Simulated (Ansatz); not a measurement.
**Magnetic states of nickel, omega (AlB2-type)**

Level of theory: DFT, LDA (PW92), plane waves (420 eV) with PAW, scalar-relativistic in Ansatz. The PAW files were generated under PBE, with cores re-solved for the functional.

Each start was relaxed and then solved on a dense mesh, with Fermi-Dirac smearing of 0.05 eV (0.1 eV in a metal without spin) extrapolated to zero. Rows within 2 meV/atom of each other tie.

Task: Where does each start end, and how do the energies compare? Starts: ferromagnetic; non-magnetic.

Result: 
```csv
start,ends,ΔE (meV/atom),V (Å³/atom)
ferromagnetic,"ferromagnetic, net 0.58 μB per atom",0.0,10.23
non-magnetic,spin not included,22.0,10.19
```
